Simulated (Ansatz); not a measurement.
Consider the following.

Zr:
```cif
data_Zr3
_chemical_formula_sum 'Zr3'
_space_group_name_H-M_alt 'P6/mmm'
_space_group_IT_number 191
_space_group_name_Hall '-P 6 2'
_cell_length_a 4.97080
_cell_length_b 4.97080
_cell_length_c 3.11171
_cell_angle_alpha 90.000
_cell_angle_beta 90.000
_cell_angle_gamma 120.000
loop_
_atom_site_label
_atom_site_type_symbol
_atom_site_symmetry_multiplicity
_atom_site_Wyckoff_symbol
_atom_site_fract_x
_atom_site_fract_y
_atom_site_fract_z
_atom_site_occupancy
Zr1 Zr 1 a 0.00000 0.00000 0.00000 1
Zr2 Zr 2 d 0.33333 0.66667 0.50000 1
```

This is the PBEsol-relaxed structure.

Question: All from the program Ansatz at the PBEsol level (PAW), unless another level is named. Predict the density of states at the Fermi level.

Answer: 0.89 states/eV per atom (mean over ±0.08 eV).

Question: Give the gap with spin–orbit coupling.

Answer: none (metallic).

This is a known high-pressure phase of the composition, computed here at zero pressure and temperature. The cell was relaxed with PBEsol under the symmetry of its start; of distortions, only those at the zone centre were tested. No spin polarisation was allowed. Scalar-relativistic: spin–orbit coupling is off unless named, which matters more the heavier the elements.

Potentials: the later of the program's two PAW sets.
